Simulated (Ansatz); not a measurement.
Here is an unrelaxed guess for TiW₄.

Space group P6_3/mmc (No. 194). a = 2.881 Å, b = 2.881 Å, c = 23.259 Å, α = 90.00°, β = 90.00°, γ = 120.00°
| atom | site | symmetry | x | y | z |
| --- | --- | --- | --- | --- | --- |
| Ti | 2d | -6m2 | 0.3333 | 0.6667 | 0.7500 |
| W | 4f | 3m. | 0.3333 | 0.6667 | 0.9500 |
| W | 4f | 3m. | 0.3333 | 0.6667 | 0.1500 |

Method: Ansatz, DFT PBE, scalar-relativistic, plane waves, PAW. Cutoff 420 eV; k points 6×6×1 on the computed 10-atom cell (Γ-centred); Gaussian smearing, width 0.10 eV; no spin polarisation.

The zero of energy is the elements' standard structures at the same level; no fitted shifts are applied.

Question: Estimate its pressure, forces and energy as it stands.

Answer: The pressure is -2.6 GPa (the mean over three directions, positive in compression), the largest force is 0.20 eV/Å, and the energy is +0.49 eV/atom against the elements. The shortest distance is 2.86 Å.

Question: How much does it gain on relaxing, and where does it end?

Answer: Relaxing gains under 0.1 eV/atom (the start's value is from the coarse mesh, so the gain is rough) in 11 ionic steps and ends at +0.43 eV/atom on the finer mesh. The symmetry stays P6_3/mmc (No. 194). The volume per atom shrinks by 1.0 %, from 16.7 to 16.6 Å³. The shortest distance goes from 2.86 Å (Ti–W and W–W) to 2.78 Å (Ti–Ti and W–W). Conventional cell: a = 2.783 Å, c = 24.689 Å. Ti has 6 Ti at 2.78 Å and 6 W at 2.95 Å; W on its first site is surrounded by 12 W at 2.78–2.95 Å; W on its second site is surrounded by 9 W at 2.78–2.95 Å and 3 Ti at 2.95 Å.

The last run used an 18×18×2 mesh (in the run's order of axes) for its 10-atom cell and Gaussian smearing of 0.10 eV. These runs have no spin–orbit coupling, which can matter for W. The relaxation can't lower the symmetry of the start. A structure relaxed within its symmetry needn't be a true minimum.
